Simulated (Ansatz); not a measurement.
Se:
```
CELL_PARAMETERS angstrom
      4.03691     0.00000     0.00000
     -2.01846     3.49607     0.00000
      0.00000     0.00000     5.12287
ATOMIC_POSITIONS crystal
  Se 0.24875 0.00000 0.83333
  Se 0.00000 0.24875 0.16667
  Se 0.75125 0.75125 0.50000
```

Relaxed with PBEsol. Special points in fractions of this cell's reciprocal vectors: Γ (0.000, 0.000, 0.000); M (0.500, 0.000, 0.000); K (0.333, 0.333, 0.000); A (0.000, 0.000, 0.500); L (0.500, 0.000, 0.500); H (0.333, 0.333, 0.500).

Question: List the band energies nearest the valence-band maximum at these points for PBEsol in the plane-wave PAW code Ansatz.

Answer: In eV from the valence-band maximum; about four levels below and three above (degenerate sets whole), none deeper than 8.9 eV; points with the same levels are listed once.

```tsv
k	below	above
Γ	-3.52 -3.52 -1.96 -1.96 -0.61	1.37 1.37 1.97
M	-3.93 -3.72 -1.54 -1.04	1.35 1.59 4.19
K	-3.37 -3.37 -3.14 -2.59	3.21 3.21 3.70
A	-3.19 -3.19 -1.47 -1.42 -1.42	0.82 0.82 0.83
L	-4.35 -2.56 -2.06 -0.16	1.21 2.42 2.91
H	-5.66 -5.66 -1.24 -0.06 -0.06	0.39 2.12 2.12
```

Space group P3_121 (trigonal Se type). The cell was relaxed with PBEsol under the symmetry of its start. A crystal of weakly bound chains computed without a dispersion correction: the cell and the soft elastic constants depend strongly on that. Scalar-relativistic: spin–orbit coupling is off unless named, which matters more the heavier the elements.

Potentials: the earlier of the program's two PAW sets. The files were generated under PBE; for other functionals the program regenerates the frozen cores, and for LDA and PBEsol the local potential too.
